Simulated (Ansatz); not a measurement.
Y₃Au₂:
Space group P4/mbm (No. 127); a = 8.125 Å, b = 8.125 Å, c = 3.826 Å, α = 90.00°, β = 90.00°, γ = 90.00°

```csv
atom,site,symmetry,x,y,z
Au,4g,m.2m,0.1344,0.3656,0.0000
Y,2a,4/m..,0.0000,0.0000,0.0000
Y,4h,m.2m,0.3386,0.1614,0.5000
```

Relaxed at zero pressure with r²SCAN (plane waves, PAW; program Ansatz).

Problem. The volume is raised by 6 % and shape and atoms relax at that volume. What pressure results, and how do the axes share the change?

Solution. -4.0 GPa; a 1.8 %, b 1.8 %, c 2.4 %; the energy rises by 20 meV/atom.

Problem. Give the new structure.

Solution. 
Space group P4/mbm (No. 127); a = b = 8.2685 Å, c = 3.9162 Å, α = β = γ = 90.00°

```tsv
atom	site	symmetry	x	y	z
Au	4g	m.2m	0.1357	0.3643	0.0000
Y	2a	4/m..	0.0000	0.0000	0.0000
Y	4h	m.2m	0.3400	0.1600	0.5000
```

The phase is kept; no other phase was compared at this pressure.

The workflow started from an entry of the Crystallography Open Database (COD, 293 K). Its standing as an ambient phase is unchecked. The cell was relaxed with r²SCAN under the symmetry of its start; whether a distortion lowers the energy is not shown. No spin polarisation was allowed. Axis ratios of metals converge slowly with the k-mesh, so a and c are less sure than the volume. Scalar-relativistic: spin–orbit coupling is off unless named, which matters more the heavier the elements.

Potentials: the later of the program's two PAW sets.
